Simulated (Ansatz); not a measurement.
Si$_{2}$Os in space group Fddd (No. 70; Si on 16f, Os on 8a), DFT-r²SCAN in the program Ansatz with PAW potentials, all energies at zero smearing, with the estimated change up to a 700 eV cutoff added, with one set of potentials and settings (totals compare only within such a set). Cell of 6 atoms (4 Si, 2 Os): -25351.004 eV.

| element | reference phase | E (eV/atom) |
|---|---|---|
| Si | Fd-3m, 2 atoms in the cell | -639.0667 |
| Os | P6_3/mmc, 2 atoms in the cell | -11397.6334 |

Formation energy per atom, worked out: (-25351.004 − 4×(-639.0667) − 2×(-11397.6334))/6 = 0.088 eV/atom (9 kJ per mol of atoms), at 0 K, without zero-point energy or fitted corrections.

The cell is a constructed one: a structure type filled with these elements; neither database checked (COD, Materials Project) lists it. Whether it is the stable phase at ambient conditions was not checked. Symmetry was held in the r²SCAN relaxation; whether a distortion lowers the energy is not shown. No spin polarisation was allowed. The references are the lowest solids computed at this level, not always the standard phases. Scalar-relativistic: spin–orbit coupling is off unless named, which matters more the heavier the elements.

Potentials: the later of the program's two PAW sets.
